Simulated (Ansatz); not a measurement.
# Which element?

Cell vectors (Å):

```
 3.4731  0.0000  0.0000
-1.7366  3.0078  0.0000
 0.0000  0.0000 13.7646
```

```
atom       a       b       c
  Te  0.3333  0.6667  0.6195
  Te  0.6667  0.3333  0.1195
  Te  0.3333  0.6667  0.8805
  Te  0.6667  0.3333  0.3805
   X  0.3333  0.6667  0.2500
   X  0.6667  0.3333  0.7500
```

Method: LDA, PAW on Ansatz 0.2.0's default frozen-core files (fitted under PBE), scalar-relativistic. k mesh 6×6×2, strains of ±0.005, fixed occupations.

Elastic constants of a crystal by Kohn-Sham DFT: slopes of the stress over finite engineering strains of the given cell, Voigt indices, Cartesian axes as in the cell vectors.

```csv
index,elastic (GPa)
11,141.1
12,34.3
13,14.7
33,51.5
44,26.1
```

Problem. All X atoms are one element. Which one was computed?

Solution. Mo; the crystal is Te$_{2}$Mo (P6_3/mmc).

Caveats: frozen-core PAW files fitted under PBE, their cores solved anew for the functional of the run; no dispersion correction, so the spacing and stiffness between layers or molecules are poor.
